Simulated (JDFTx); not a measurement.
ZrB2(0001) slab cut from bulk ZrB2 (space group P6/mmm, indices of the conventional cell, lattice of the Materials Project entry mp-1472, not re-optimised): 4 atoms in 3 planes, a 1x1 cell of 8.69 Å² (|a| = 3.168, |b| = 3.168 Å), 3.4 Å between the outermost planes, Zr outermost, slab composition Zr2B2, cell height 19.6 Å, 8×8×1 k mesh, Fermi smearing 0.01 Ha, no spin polarisation. Whether this polymorph is the ambient one wasn't checked. Neither spin polarisation nor a larger cell was tried.

Final geometry:
```
4
Lattice="3.168 0.000 0.000 -1.584 2.743 0.000 0.000 0.000 19.600" Properties=species:S:1:pos:R:3 pbc="T T F"
B      1.584     0.914     9.800
B      0.000     1.829     9.800
Zr     0.000     0.000     8.105
Zr     0.000     0.000    11.495
```

All numbers are PBE, GBRV ultrasoft potentials, plane waves to 20/100 Ha results from JDFTx (a modified build), not measurements. Liquid on both sides: CANDLE, water, 0.5 M KF; nuclei fixed, outer atoms relaxed in vacuum. SHE scale: U = −μ/e − 4.44 V, by convention. The model has bare, unreconstructed faces and no explicit solvent. On the negative side CANDLE's cavity feels the periodic box, so those points shift with the cell height. Convergence in thickness and k mesh wasn't tested for this slab.

Farther out the cavity gives way and the charge runs off; such runs are left out, and the outermost points shown may already feel it.

```tsv
U (V vs SHE)	μ (eV)	excess electrons per cell	σ (μC/cm², per face)	run
-1.40	-3.04	0.441	-40.6	fixed potential
-1.00	-3.44	0.273	-25.2	fixed potential
-0.65	-3.79	0.054	-4.9	fixed potential
-0.63	-3.81	0.043	-4.0	fixed charge
-0.51	-3.93	0.000	0.0	neutral
```
